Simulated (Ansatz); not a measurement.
According to plane-wave PAW PBE (Ansatz code), RuW in the orthorhombic phase (Cmcm; W on 4c, Ru on 4c) relaxes to a = 2.818 Å, b = 9.860 Å, c = 4.403 Å. Its formation energy from the elements is 17 kJ/mol-atom, with no fitted shifts.

Electronic character: metallic (no gap).

The start of the workflow was typed in or built on a structure type; neither database checked (COD, Materials Project) lists it. Whether it is the stable phase at ambient conditions was not checked. The PBE relaxation kept the symmetry of its start; whether a distortion lowers the energy is not shown. The run is not spin-polarised. Its formation energy is positive at this level, so the cell may be metastable or incomplete. Axis ratios of metals converge slowly with the k-mesh, so a and c are less sure than the volume. The references are the lowest solids computed at this level, not always the standard phases. Spin–orbit coupling is left out wherever it is not named.

Potentials: the later of the program's two PAW sets.
